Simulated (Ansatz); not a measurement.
K$_{2}$S in space group P6_3/mmc (No. 194; S on 2c, K on 2a, K on 2d), a = b = 5.126 Å, c = 6.785 Å, α = β = 90.00°, γ = 120.00°.

This is the LDA-relaxed structure.

Q: All from LDA in the plane-wave PAW code Ansatz, unless another level is named. Give the hole effective mass.

A: 0.31, 1.2, 1.2 mₑ (principal values).

Q: Give the valence-band maximum.

A: at Γ.

The workflow started from an entry of the Crystallography Open Database (COD), which files this formula under 2 space groups. Whether it is the stable phase at ambient conditions was not checked. Symmetry was held in the LDA relaxation; phonons on a q-mesh show weakly imaginary modes. The volume moved by -35 % from the start of the relaxation. The volume fell by over 15 % from the filed cell, which may lack light atoms or belong to other conditions.

Potentials: the later of the program's two PAW sets.

Edges and masses are those of Kohn–Sham bands, whose gap is no quasiparticle gap.
